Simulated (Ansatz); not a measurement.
A relaxed cell of CaW₃O₉ is given with its symmetry left out. The cell was found from a structure generator's guess, not taken from experiment.

The calculation used Ansatz, DFT PBE, scalar-relativistic, plane waves, PAW. Cutoff 420 eV, Γ-centred mesh, Gaussian smearing, no spin polarisation.

```
CELL_PARAMETERS angstrom
7.42437 0.00000 0.00000
-3.71218 6.42969 0.00000
0.00000 0.00000 3.82599
ATOMIC_POSITIONS crystal
Ca 0.00000 0.00000 0.50000
W 0.50000 0.00000 0.00000
W 0.50000 0.50000 0.00000
W 0.00000 0.50000 0.00000
O 0.50000 0.00000 0.50000
O 0.58619 0.79310 0.00000
O 0.41381 0.20690 0.00000
O 0.20690 0.79310 0.00000
O 0.79310 0.20690 0.00000
O 0.50000 0.50000 0.50000
O 0.20690 0.41381 0.00000
O 0.79310 0.58619 0.00000
O 0.00000 0.50000 0.50000
```

The zero of energy is the elements' standard structures at the same level (O₂ as a molecule); no fitted shifts are applied.

Q: Find its symmetry and describe it.

A: P6/mmm (No. 191). Conventional cell: a = 7.424 Å, c = 3.826 Å. Ca has 12 O at 3.28 Å and 6 O at 3.71 Å; W has 6 O at 1.91–1.94 Å; around O on a site of symmetry mmm lie 2 W at 1.91 Å, 8 O at 2.72 Å, 2 Ca at 3.71 Å and 6 O at 3.71–3.83 Å; O on a site of symmetry mm2 has 2 W at 1.94 Å, 8 O at 2.66–2.82 Å and 2 Ca at 3.28 Å.

Q: What is its formation energy per atom?

A: −2.13 eV/atom. Whether it is stable depends on the other phases of the system, which aren't compared here.

Q: Is it a metal?

A: Yes, bands cross the Fermi level on the 6×6×10 mesh.

Q: From what recipe could a structure generator have reached it?

A: One such recipe: 6-connected net, bridging atoms on its edges, guests in its cages (P6/mmm, No. 191). Other recipes can lead to the same cell.

The last run used a 6×6×10 mesh (in the run's order of axes) for its 13-atom cell and Gaussian smearing of 0.10 eV. These runs have no spin–orbit coupling, which can matter for W. The cell is a metal run without spin; a magnetic state may lie lower. A structure relaxed within its symmetry needn't be a true minimum.
